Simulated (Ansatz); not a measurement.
**SmSi₄: rattling a relaxed structure**

The cell was found from a structure generator's guess, not taken from experiment.

Level of theory: Ansatz 0.2.0, DFT PBE, scalar-relativistic, plane waves, PAW, and for the lanthanide a 4f-in-core norm-conserving potential. Cutoff 690 eV; k points 12×12×6 on the computed 5-atom cell (Γ-centred); Gaussian smearing, width 0.10 eV; no spin polarisation.

The cell below (5 atoms, space group P-6m2 (No. 187)) is relaxed within its symmetry.

```
Sm Si
1.0
     3.98831    0.00000    0.00000
    -1.99415    3.45398    0.00000
     0.00000    0.00000    8.58876
Sm Si
1 4
Direct
  0.00000 0.00000 0.50000
  0.66667 0.33333 0.27686
  0.66667 0.33333 0.72314
  0.00000 0.00000 0.00000
  0.66667 0.33333 0.00000
```

For the test a repeat of it with 10 atoms (edges 3.99, 3.99, 17.18 Å) was strained at random (σ = 1.5 % a component), the atoms were moved at random (σ = 0.05 Å), and all was relaxed again on a coarse 6×6×2 mesh (in the run’s order of axes) with 0.20 eV smearing, with no symmetry imposed.

Question: Does it come back?

Answer: It doesn't return. The energy falls by 524 meV/atom on that mesh, the volume changes by -17.0 %, and the end has space group P-6m2 (No. 187) at a loose tolerance. Relaxed again on a 12×12×4 mesh with 0.10 eV smearing, the new structure lies 527 meV/atom below the first (mesh in the axes of the run's cell; the cell below is made exact in the group named). Space group P-6m2 (No. 187), hexagonal, a = 3.880 Å, c = 15.041 Å. Around Sm on its first site lie 8 Si at 3.00–3.02 Å; around Sm on its second site lie 8 Si at 3.02–3.06 Å; Si on its first site is surrounded by 4 Si at 2.46–2.50 Å and 3 Sm at 3.00 Å; Si on its second site has 3 Si at 2.43 Å and 3 Sm at 3.06 Å; 2 more sites not described.

```
Sm Si
1.0
     3.88022    0.00000    0.00000
    -1.94011    3.36037    0.00000
     0.00000    0.00000   15.04076
Sm Si
2 8
Direct
  0.66667 0.33333 0.00000
  0.33333 0.66667 0.50000
  0.33333 0.66667 0.86700
  0.00000 0.00000 0.36138
  0.33333 0.66667 0.13300
  0.00000 0.00000 0.63862
  0.66667 0.33333 0.79926
  0.66667 0.33333 0.20074
  0.33333 0.66667 0.29904
  0.33333 0.66667 0.70096
```

The lanthanide is trivalent by construction, without f bands, f moments or other valences.
